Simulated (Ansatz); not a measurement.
Ti₅Si in space group R32 (No. 155; Ti on 6c, Ti on 9d, Si on 3b), the program Ansatz at the PBE level (PAW), all energies at zero smearing, with the estimated change up to a 700 eV cutoff added, with one set of potentials and settings (totals compare only within such a set). Cell of 6 atoms (5 Ti, 1 Si): -13135.920 eV.

| element | reference phase | E (eV/atom) |
|---|---|---|
| Ti | P6/mmm, 3 atoms in the cell | -2499.6739 |
| Si | Fd-3m, 2 atoms in the cell | -635.8096 |

Formation energy per atom, worked out: (-13135.920 − 5×(-2499.6739) − 1×(-635.8096))/6 = -0.290 eV/atom (-28 kJ per mol of atoms), at 0 K, without zero-point energy or fitted corrections.

The first step of the workflow began from a Materials Project structure, measured or hypothetical; the Crystallography Open Database copy checked does not list it. Its standing as an ambient phase is unchecked. The cell was relaxed with PBE under the symmetry of its start; whether a distortion lowers the energy is not shown. The run is not spin-polarised. The references are the lowest solids computed at this level, not always the standard phases.

Potentials: the later of the program's two PAW sets.
